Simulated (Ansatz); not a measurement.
BeS:
```yaml
crystal:
  lattice:
    - [3.45011, 0.00000, 0.00000]
    - [-1.72505, 2.98788, 0.00000]
    - [0.00000, 0.00000, 7.83212]
  atoms:
    - { symbol: Be, position: [0.00000, 0.50000, 0.33333] }
    - { symbol: Be, position: [0.50000, 0.50000, 0.66667] }
    - { symbol: Be, position: [0.50000, 0.00000, 0.00000] }
    - { symbol: S, position: [0.00000, 0.50000, 0.83333] }
    - { symbol: S, position: [0.50000, 0.50000, 0.16667] }
    - { symbol: S, position: [0.50000, 0.00000, 0.50000] }
```

This is the r²SCAN-relaxed structure. Cartesian axes are those of the cell as given.

Q: All from plane-wave PAW r²SCAN (Ansatz code), unless another level is named. Predict the bulk modulus (Birch–Murnaghan fit).

A: 1040 kbar.

Q: What about the piezoelectric stress constants (proper, relaxed ions, C/m²)?

A: e14 = 0.23, e25 = -0.23.

Space group P6_422. The start of the workflow was typed in or built on a structure type; neither database checked (COD, Materials Project) lists it. COD files the formula under space group No. 216, so this cell is another polymorph or a model. Its standing as an ambient phase is unchecked. Symmetry was held in the r²SCAN relaxation; its stability against distortions is not shown here.

Potentials: the later of the program's two PAW sets.
